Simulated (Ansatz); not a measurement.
Polymorphs of ZrB2, each relaxed with PBE in the plane-wave PAW code Ansatz:

A: P6/mmm
a = b = 3.171 Å, c = 3.542 Å, α = β = 90.00°, γ = 120.00°

```csv
atom,site,symmetry,x,y,z
Zr,1a,6/mmm,0.0000,0.0000,0.0000
B,2d,-6m2,0.3333,0.6667,0.5000
```

B: MoSi2 or CaC2 type (I4/mmm)
a = b = 3.4630 Å, c = 6.3188 Å, α = β = γ = 90.00°

```
atom  site  symmetry       x       y       z
----  ----  --------  ------  ------  ------
Zr      2a     4/mmm  0.0000  0.0000  0.0000
B       4e       4mm  0.0000  0.0000  0.3768
```

Problem. Rank these by energy per atom at 0 K (lowest first), as PBE gives it.

Solution. A (+0 meV/atom), B (+1100 meV/atom)

Constructed cells (a structure type filled with these elements, in neither database checked): B. Not the usual ambient phase: B. All cells were relaxed under the symmetry of their starts (and spin orders); stability against distortions was not tested throughout. Rows with no word on spin ran without spin polarisation. Scalar-relativistic: spin–orbit coupling is off unless named, which matters more the heavier the elements.

Energies hold the estimated change up to a 700 eV cutoff; steps of a few meV lie near the error of the meshes.

Potentials: the later of the program's two PAW sets.
